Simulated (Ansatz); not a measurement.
BaTiO₃ (tetragonal-perovskite type, space group P4mm)

```
BaTiO3
1.0
    3.97230     0.00000     0.00000
    0.00000     3.97230     0.00000
    0.00000     0.00000     4.11282
Ti Ba O
1 1 3
Direct
  0.50000   0.50000   0.45232
  0.00000   0.00000   0.93423
  0.50000   0.50000   0.89517
  0.50000   0.00000   0.41214
  0.00000   0.50000   0.41214
```

In this cell atom 3 (O, nearest neighbour Ti at 1.821 Å; its periodic images, 4.0 Å or more away, move with it) is moved by s towards the nearest neighbour, unit vector (0.000, 0.000, -1.000); all other atoms and the cell stay fixed.

These are r2SCAN (plane waves to 500 eV, PAW, scalar-relativistic; Ansatz, an electronic-structure program) values and carry that method's errors. k mesh 7×7×7 (Γ-centred), Fermi-Dirac smearing 0.05 eV. The energy includes the smearing's −TS. Stress and pressure are positive under compression. Left out: 2 of 11 points, with atoms too close for the PAW data. F∥ is the force on the atom along that direction. BaTiO3 is run without spin polarisation. BaTiO3 was relaxed with its symmetry unable to fall. ΔE is measured from the undisplaced structure.

```csv
s (Å),P (GPa),F∥ (eV/Å),ΔE (meV/cell)
-0.180,-3.05,1.465,162.3
-0.144,-2.79,1.318,112.0
-0.108,…,1.114,68.1
-0.072,…,0.838,32.7
-0.036,-0.98,0.472,8.8
0.000,-0.01,-0.001,0.0
0.036,1.18,-0.599,10.4
0.072,2.58,-1.344,44.9
0.108,4.22,-2.260,109.2
```

**Question.** Fill in the missing entries.

**Answer.** 
- -0.108, P (GPa): -2.37
- -0.072, P (GPa): -1.76

(For displaced atoms, the force is minus the slope of the energy, and its curvature is a force constant, which sets phonon frequencies.)
